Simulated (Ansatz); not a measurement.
# Zn (hcp)

The computed numbers are results of PBEsol, scalar-relativistic (no spin polarisation) in the plane-wave PAW code Ansatz at 420 eV, 18×18×8 k-mesh, Gaussian smearing of 0.05 eV. The datasets are Ansatz's generated set soft_2.

```
Zn
1.0
     2.58986    0.00000    0.00000
    -1.29493    2.24289    0.00000
     0.00000    0.00000    4.91311
Zn
2
Direct
  0.33333 0.66667 0.75000
  0.66667 0.33333 0.25000
```

* Space group: P6_3/mmc (No. 194)
* Volume: 14.27 Å³/atom

Question: Estimate the band gap at this level of theory (PBEsol).

Answer: zero (metallic).

**What was measured.** A cell as deposited of hexagonal Zn (space group P6_3/mmc), temperature not stated, from the Crystallography Open Database (1963), has a, c = 2.665, 4.947 Å and 15.21 Å³/atom.

**Against experiment.** PBEsol gives 2.590, 4.913 Å and 14.27 Å³/atom, −6.2 % in volume (−2.1 % in length) from the database's cell. The axes miss by −2.8 %, −0.7 %. That is a large miss for PBEsol, or the entry is off.
